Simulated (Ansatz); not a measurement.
Space group Fmmm (No. 69). a = 5.864 Å, b = 9.935 Å, c = 13.801 Å, α = 90.00°, β = 90.00°, γ = 90.00°
| atom | site | symmetry | x | y | z |
| --- | --- | --- | --- | --- | --- |
| Rb | 8i | mm2 | 0.5000 | 0.0000 | 0.1617 |
| Ni | 4a | mmm | 0.0000 | 0.0000 | 0.0000 |
| Ni | 8e | ..2/m | 0.7500 | 0.7500 | 0.0000 |
| S | 16m | m.. | 0.0000 | 0.6677 | 0.3962 |

Equation of state of this Rb2Ni3S4 structure (not necessarily the ground state), with shape and atoms relaxed at each volume where symmetry leaves them free. Method: Ansatz, DFT r2SCAN, scalar-relativistic, plane waves, PAW.

Settings: cutoff 500 eV, Γ-centred mesh 6×6×6 on the computed 9-atom cell, Gaussian smearing of 0.02 eV; no spin polarisation.

```
V (Å³/atom) E − E(largest V) (meV/atom) P (GPa) gap on mesh (eV)
     19.654                        30.32     4.91              1.04
     20.324                        13.43     3.28              1.05
     20.994                         2.72     1.95              1.05
     21.664                        -2.95     0.87              1.06
     22.334                        -4.64     0.00              1.06
     23.004                        -3.34    -0.60              1.07
     23.675                         0.00    -0.97              1.07
```

Problem. Fit a third-order Birch–Murnaghan equation to E(V).

Solution. V0 = 22.37 Å³/atom, B0 = 23 GPa, B0' = 8.0.

The gaps are read on the mesh, which can miss the band edges, so they can be too wide.

1 further run of this set didn't finish or converge.

Cost: 7 runs of about 47 core-minutes in all, on Intel Xeon Processor @ 2.70GHz (shared hosts).